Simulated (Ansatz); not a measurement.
NiTe2:
```yaml
crystal:
  lattice:
    - [3.84703, 0.00000, 0.00000]
    - [-1.92351, 3.33163, 0.00000]
    - [0.00000, 0.00000, 5.32154]
  atoms:
    - { symbol: Ni, position: [0.00000, 0.00000, 0.00000] }
    - { symbol: Te, position: [0.33333, 0.66667, 0.24481] }
    - { symbol: Te, position: [0.66667, 0.33333, 0.75519] }
```

Relaxed with r²SCAN+D4.

Map the electron localisation function on the plane through (0.000, 0.000, 0.000) spanned by u = [0, 0, 1] and v = [1, -1, 0] in lattice vectors, from plane-wave PAW r²SCAN+D4 (Ansatz code).

x is the fraction of u, y of v (the angle between them is 90°; rows are the nearest grid lines); atoms in the plane: Ni at (0.00, 0.00), Te at (0.24, 0.33), Te at (0.76, 0.67).
```
|9864322221100000011222234689|
|8754322221100000011222234578|
|4443223321110011234555322234|
|3332233221110112467788643223|
|3322222211111257888777888753|
|5322221111112478877666678875|
|5321111101113798763101145665|
|5311000000124898752000024555|
|5311000000125898741060014555|
|5321111111113798764111135565|
|4322233332222589876433456664|
|3345677778754346888776677643|
|3467766778886434578777765433|
|4666543346789852222333322234|
|5655311114678973111111111235|
|5554100601478985210000001135|
|5554200002578984210000001135|
|5665411013678973111011111235|
|5788766667788742111111222235|
|3578887778887521111122222233|
|3223468877642110111223322333|
|4322235554321100111233223444|
|8754322221100000011222234578|
|9864322221100000011222234689|
```
Scale: ten equal steps from -0.033 (start of '0') to 0.724 (end of '9'), in the order '0123456789'; x runs from 0.000 to 1.00, y from 0.000 (bottom) to 1.00 (top).

The density is the valence pseudo-density with augmentation charge, so density and ELF within about 1 Å of a nucleus are not all-electron values.

Space group P-3m1 (CdI2 type). The workflow started from an entry of the Crystallography Open Database (COD). Whether it is the stable phase at ambient conditions was not checked. The r²SCAN+D4 relaxation kept the symmetry of its start; whether a distortion lowers the energy is not shown. The workflow began spin-polarised and lost its moments. The cell computed holds one magnetic atom, so no antiferromagnetic order was within reach. Spin–orbit coupling is left out wherever it is not named.

Potentials: the later of the program's two PAW sets.
